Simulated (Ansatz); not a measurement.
Crystals of one structure type (wurtzite) and one family of elements, relaxed and computed with r²SCAN in the plane-wave PAW code Ansatz; HSE06 gaps on those cells.

```json
[
 {"crystal": "CdSe", "gap (eV)": "1.10", "HSE06 gap (eV)": "1.54"},
 {"crystal": "CdTe", "gap (eV)": "1.21", "HSE06 gap (eV)": "1.55"},
 {"crystal": "ZnO", "gap (eV)": "1.24", "HSE06 gap (eV)": "?"},
 {"crystal": "CdS", "gap (eV)": "1.63", "HSE06 gap (eV)": "2.19"}
]
```

Problem. Fit a straight line to E_g(HSE06) against E_g and predict the withheld value.

Solution. Least squares on the 3 shown rows: E_g(HSE06) = 1.309 × E_g + (0.041), with a scatter of 0.06. For ZnO this gives 1.66. The run itself gave 2.53, outside the scatter: the line misses something about this case.

Not the usual ambient phase: CdTe, wurtzite. All cells were relaxed under the symmetry of their starts (and spin orders); stability against distortions was not tested throughout. Spin–orbit coupling is left out wherever it is not named.

Potentials: the later of the program's two PAW sets.
